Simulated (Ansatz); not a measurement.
GeSe:
```xyz
4
Lattice="4.7907 0.0000 0.0000 -2.3954 4.1489 0.0000 0.0000 0.0000 5.8638" Properties=species:S:1:pos:R:3 pbc="T T T"
Ge     2.3954     1.3830     0.2022
Ge     0.0000     2.7659     3.1341
Se     2.3954     1.3830     3.4639
Se     0.0000     2.7659     0.5319
```

Relaxed with PBE. Special points in fractions of this cell's reciprocal vectors: Γ (0.000, 0.000, 0.000); M (0.500, 0.000, 0.000); K (0.333, 0.333, 0.000); A (0.000, 0.000, 0.500); L (0.500, 0.000, 0.500); H (0.333, 0.333, 0.500).

**Question.** List the band energies nearest the valence-band maximum at these points for plane-wave PAW PBE (Ansatz code).

**Answer.** In eV from the valence-band maximum; about four levels below and three above (degenerate sets whole), none deeper than 8.9 eV; points with the same levels are listed once.

| k | below | above |
|---|---|---|
| Γ | -3.64 -3.64 -2.13 -2.12 -2.12 | 0.96 0.96 2.85 2.85 |
| M | -3.50 -2.52 -2.18 -0.54 | 2.27 2.89 3.62 |
| K | -4.01 -4.01 -2.99 -0.28 -0.28 | 2.24 2.24 2.79 |
| A | -2.97 -2.97 -2.97 -2.97 -1.77 -1.77 | 1.63 1.63 1.63 1.63 |
| L | -2.46 -2.46 -0.95 -0.95 | 1.28 1.28 3.09 3.09 |
| H | -1.99 -1.99 -0.02 -0.02 | 1.27 1.27 2.01 2.01 |

Space group P6_3mc (wurtzite). The cell is a constructed one: a structure type filled with these elements; neither database checked (COD, Materials Project) lists it. It is not the phase usual at ambient conditions (space group No. 62). Symmetry was held in the PBE relaxation; whether a distortion lowers the energy is not shown. Spin–orbit coupling is left out wherever it is not named.

Potentials: the later of the program's two PAW sets.
